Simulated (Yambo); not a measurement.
BaS: sweep of GW parameters

G0W0@PBEsol for BaS (rock salt, space group Fm-3m, No. 225) in Yambo. Reference settings: 4×4×4 Γ-centred k mesh, 148 bands and a 10 Ry block in the screening, 148 bands in G with the Bruneval-Gonze terminator, plasmon pole fitted at 27.2 eV. The PBEsol gap Γ → X on this mesh is 2.04 eV; G0W0 gaps are taken between the same points.

```tsv
change from the reference	G0W0 gap Γ → X (eV)	shift of the valence edge (eV)	rough Yambo cost
reference settings	3.56	-1.20	1
49 bands in W, 49 bands in G	3.49	-0.92	about 1/3
49 bands in G	3.56	-1.16	–
92 bands in G	3.56	-1.19	–
63 bands in W	3.50	-1.02	within a factor of two
1 Ry block	3.09	-0.55	about 1/3
8 Ry block	3.51	-1.14	within a factor of two
49 bands in G, no terminator	3.35	-0.72	–
92 bands in G, no terminator	3.45	-1.00	–
no terminator	3.51	-1.12	–
```

The reference isn't shown to be the converged limit. Costs are rough (shared machines), scaled to the same edge states, and given only for runs that recompute the screening.

Geometry relaxed with PBEsol; primitive cell a = b = c = 4.4755 Å, α = β = γ = 60.00°.

A shift is the quasiparticle energy of the state minus its PBEsol energy.
